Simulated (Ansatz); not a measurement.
WS2 with Sb replacing W: field gradients at two levels of theory

Cell: a supercell of WS2 (space group P6_3/mmc) built from a COD entry, with the ions relaxed around the defect (PBE).

```cif
data_SbW7S16
_symmetry_space_group_name_H-M 'P-6m2'
_symmetry_Int_Tables_number 187
_cell_length_a 6.3600
_cell_length_b 6.3600
_cell_length_c 12.5000
_cell_angle_alpha 90.000
_cell_angle_beta 90.000
_cell_angle_gamma 120.000
loop_
_atom_site_label
_atom_site_type_symbol
_atom_site_symmetry_multiplicity
_atom_site_Wyckoff_symbol
_atom_site_fract_x
_atom_site_fract_y
_atom_site_fract_z
Sb Sb 1 a 0.0000 0.0000 0.0000
W2 W 3 j 0.0026 0.5013 0.0000
W5 W 3 k 0.1669 0.8331 0.5000
W8 W 1 f 0.6667 0.3333 0.5000
S9 S 2 g 0.0000 0.0000 0.3744
S10 S 6 n 0.0001 0.5000 0.3741
S13 S 6 n 0.1757 0.8243 0.8702
S16 S 2 i 0.6667 0.3333 0.8767
```

One atom of each set is listed.

First run. Method: Kohn–Sham DFT in Ansatz, PBE, plane waves and PAW, scalar-relativistic, 420 eV cutoff, Γ-centred 4×4×2 k-points, Fermi–Dirac smearing 0.01 eV, cell charge -1.

```
site  V_zz (10²¹ V/m²)     η
  Sb             -5.00  0.00
  W2            -13.01  0.88
  W5            -17.58  0.00
  W8            -17.15  0.00
  S9             -4.77  0.00
 S10             -4.44  0.02
 S13             -2.29  0.18
 S16             -4.27  0.00
```

Second run. The same atoms and settings, except that the functional is r2SCAN and the cutoff is 500 eV.

Task: What does the second run give?

Result: 

```json
{"site": "Sb", "V_zz": "-5.30", "η": "0.00", "change of V_zz": "-0.30"}
{"site": "W2", "V_zz": "-13.64", "η": "0.79", "change of V_zz": "-0.63"}
{"site": "W5", "V_zz": "-17.45", "η": "0.00", "change of V_zz": "+0.13"}
{"site": "W8", "V_zz": "-17.08", "η": "0.00", "change of V_zz": "+0.07"}
{"site": "S9", "V_zz": "-4.83", "η": "0.00", "change of V_zz": "-0.06"}
{"site": "S10", "V_zz": "-4.51", "η": "0.02", "change of V_zz": "-0.07"}
{"site": "S13", "V_zz": "-2.44", "η": "0.08", "change of V_zz": "-0.15"}
{"site": "S16", "V_zz": "-4.35", "η": "0.00", "change of V_zz": "-0.08"}
```

The largest change of V_zz is on W2, from -13.01 to -13.64. In per cent, |V_zz| changes by +6 on Sb, -1 to +5 on W, +1 to +7 on S (all sites that start above 0.5). On S13 V_xx and V_yy change places (or their axes turn by over 50°), so the two values of η hide a larger change.

The defect repeats with the cell of 24 atoms, so it feels its images: sites between two images don't show the values beside a lone defect, and zeros or small values of η there can come from the images' arrangement. S and W carry a gradient in the pure host already, so the values there aren't the defect's effect alone. The relaxation keeps the site symmetry -6m2 of the start, so the impurity can't leave its site; a start off the site could end lower. A uniform background compensates the cell's charge. Without spin–orbit coupling the gradients at and beside W can be off by some per cent, at some sites by more. With these PAW files V_zz is typically within 2 to 3 % of all-electron values, but misses above 10 % occur on Sb.
For the first run: The cell keeps the host's lattice, where the PBE pressure is 5 GPa (in a charged cell this depends on the convention for the mean potential).
